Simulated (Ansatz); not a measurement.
# Relaxing a structure of WS$_{2}$

The start is a relaxed WS2 cell, doubled along one cell vector, shaken by Gaussian noise of σ = 0.08 Å a coordinate. Cell shape, volume and atoms are optimised at zero target pressure with PBE (plane waves to 420 eV, PAW, scalar-relativistic; Ansatz, a program for electronic structure). First-step values are on the input's coarse k-mesh.

Ansatz input (later rounds restart from its end on a renewed k-mesh):
Ansatz 0.2 input:
```yaml
crystal:
  lattice:
    - [10.8245153442, 0, 0]
    - [0, 6.0292158834, 0]
    - [0, 0, 3.1761484273]
  atoms:
    - { symbol: W, position: [0.2387905216, 0.4990967174, 0.4762482501] }
    - { symbol: W, position: [0.7569111271, 0.5092716474, 0.4605591776] }
    - { symbol: W, position: [-0.0009073089, -0.0015384977, 0.0012057869] }
    - { symbol: W, position: [0.5036224826, -0.0175547896, 0.0134395543] }
    - { symbol: S, position: [0.3483867878, 0.8439617171, 0.508611185] }
    - { symbol: S, position: [0.8489272028, 0.8668079053, 0.5003317561] }
    - { symbol: S, position: [0.1064984022, 0.65682467, -0.0116264642] }
    - { symbol: S, position: [0.6139494404, 0.6853251503, 0.0080156355] }
    - { symbol: S, position: [0.4050084929, 0.367800289, 0.0021975972] }
    - { symbol: S, position: [0.8888841314, 0.3353447763, 0.0163859385] }
    - { symbol: S, position: [0.1335017138, 0.1509872603, 0.4955482711] }
    - { symbol: S, position: [0.6423305987, 0.150613246, 0.4933688502] }
basis: { ecutwfc: 420, ecutrho_ratio: 4, xc_grid: 2, fft_grid_basis: typed }
kpoints: { mp_grid: { grid: [3, 4, 7] } }
hamiltonian:
  xc: pbe
  dispersion: none
  pseudopotentials: { azcp: { folder: ./paw }, kind: paw }
scf: { occupations: { method: fermi_dirac, width: 0.05 } }
relax: { f_tol: 0.01, max_steps: 100, cell: { stress_tol: 0.02 } }
output: { forces: true, stress: true }
```

**Question.** Which atoms feel the largest initial force, and how large is it?

**Answer.** About 3.1 eV/Å, on W4 (atoms numbered as listed).

**Question.** How much energy is released per atom?

**Answer.** 0.08 eV/atom.

**Question.** Is the parent structure recovered?

**Answer.** The parent structure is recovered, Pnnm (No. 58).

**Question.** How do the shortest distances between atoms change?

**Answer.** The closest pairs of elements (up to four, under 3.6 Å), start → end: S–W 2.15 → 2.39 Å; S–S 2.82 → 2.91 Å; W–W 3.18 → 3.17 Å.

The end point of the relaxation:

Space group Pnnm (No. 58); a = 5.4078 Å, b = 6.0298 Å, c = 3.1747 Å, α = 90.00°, β = 90.00°, γ = 90.00°

```tsv
atom	site	symmetry	x	y	z
W	2b	..2/m	0.0000	0.0000	0.5000
S	4g	..m	0.2897	0.1506	0.0000
```

Final values are on a 9×8×15 k-mesh of the relaxed cell. No spin polarisation in the result.

The relaxed structure here is a generated cell of WS2: the first start was made by placing the elements on the sites of a structure type, and the end was not matched to a known phase here, so it may be hypothetical. Known forms of WS2 include space group No. 194.
